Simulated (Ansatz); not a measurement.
Values for one crystal, relaxed and computed with the program Ansatz at the LDA level (PAW); other levels are named.

```yaml
volume_per_atom: 33.50 Å³
electronic_character: no gap, with almost no states at the Fermi level (zero-gap or semimetallic)
Young's modulus: 40.1 GPa
Poisson's ratio: 0.34
Pressure derivative B′: 6.6
Elastic constants (relaxed ions, GPa): C11 = 77.9, C12 = 33.6, C13 = 30.4, C14 = -7.2, C33 = 47.0, C44 = 12.8
Bulk modulus (Birch–Murnaghan fit): 41.3 GPa
```

Q: Pick the material that matches.
(A) Pr, dhcp (α-La type)
(B) Bi, A7 (α-As type)
(C) Al, fcc (Cu type)
(D) Mg, hcp (Mg type)

A: B, Bi, A7 (α-As type)

Space group R-3m (A7 (α-As type)). The cell was relaxed with LDA under the symmetry of its start. As this level gives no gap, shear constants depend on the k-mesh and smearing (Fermi–Dirac, 0.1 eV here). Spin–orbit coupling is left out wherever it is not named.

Potentials: the later of the program's two PAW sets.
